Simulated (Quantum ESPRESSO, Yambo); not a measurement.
Quasiparticle gap of BaCu2S2

```xyz
5
Lattice="-1.9510 1.9510 6.3251 1.9510 -1.9510 6.3251 1.9510 1.9510 -6.3251" Properties=species:S:1:pos:R:3 pbc="T T T"
S      0.0000     0.0000     8.1088
S      0.0000     0.0000     4.5413
Cu     0.0000     1.9510     3.1625
Cu     1.9510     0.0000     3.1625
Ba     0.0000     0.0000     0.0000
```

The geometry is that of Materials Project entry mp-4255, symmetrised and not relaxed again.

Starting point: LDA (Quantum ESPRESSO, PseudoDojo norm-conserving, 92 Ry, no spin-orbit coupling). G0W0 in Yambo: 4×4×4 Γ-centred k mesh, bands 9 to 116 and a 6 Ry block in the screening, 116 bands in G with the Bruneval-Gonze terminator, plasmon pole fitted at 27.2 eV.

- LDA gap along the band path: 0.42 eV
- LDA gap between the mesh's edge points (Γ → Γ): 0.42 eV
- G0W0 gap between the same points: 1.13 eV

```
k point  band  E LDA (eV)  E QP (eV)  shift (eV)     Z
-------  ----  ----------  ---------  ----------  ----
Γ          VB        0.00      -0.40       -0.40  0.75
Γ          CB        0.42       0.73        0.31  0.81
N          VB       -0.41      -0.83       -0.41  0.74
N          CB        1.35       1.68        0.33  0.80
```

Energies count from the LDA valence-band maximum.

Nearest settings tried, and what they do to the gap: 94 bands in W, 94 bands in G: +43 meV; 2×2×2 mesh: -231 meV. Not varied: block. So the settings aren't converged at that level.

The filled Cu 3d shell has no Hubbard U; semilocal functionals place it too high.

The structure is a Materials Project entry; no match was found in the copy of COD used, and its stability was not checked.
